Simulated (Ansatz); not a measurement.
Consider the following.

ZnAu:
```cif
data_AuZn
_chemical_formula_sum 'Au1 Zn1'
_space_group_name_H-M_alt 'P 1'
_space_group_IT_number 1
_cell_length_a 3.14880
_cell_length_b 3.14880
_cell_length_c 3.14880
_cell_angle_alpha 90.000
_cell_angle_beta 90.000
_cell_angle_gamma 90.000
loop_
_space_group_symop_operation_xyz
  'x, y, z'
loop_
_atom_site_label
_atom_site_type_symbol
_atom_site_fract_x
_atom_site_fract_y
_atom_site_fract_z
_atom_site_occupancy
Au1 Au 0.00000 0.00000 0.00000 1
Zn1 Zn 0.50000 0.50000 0.50000 1
```

This is the r²SCAN-relaxed structure.

All from the program Ansatz at the r²SCAN level (PAW), unless another level is named. Predict the formation energy from the elements (no fitted shifts).

-0.22 eV/atom.

Predict the density of states at the Fermi level.

0.23 states/eV per atom (mean over ±0.08 eV).

Next, the gap with spin–orbit coupling?

none (metallic).

Space group Pm-3m (CsCl type). The r²SCAN relaxation kept the symmetry of its start; of distortions, only those at the zone centre were tested. The references are the lowest solids computed at this level, not always the standard phases. Scalar-relativistic: spin–orbit coupling is off unless named, which matters more the heavier the elements.

Potentials: the later of the program's two PAW sets.
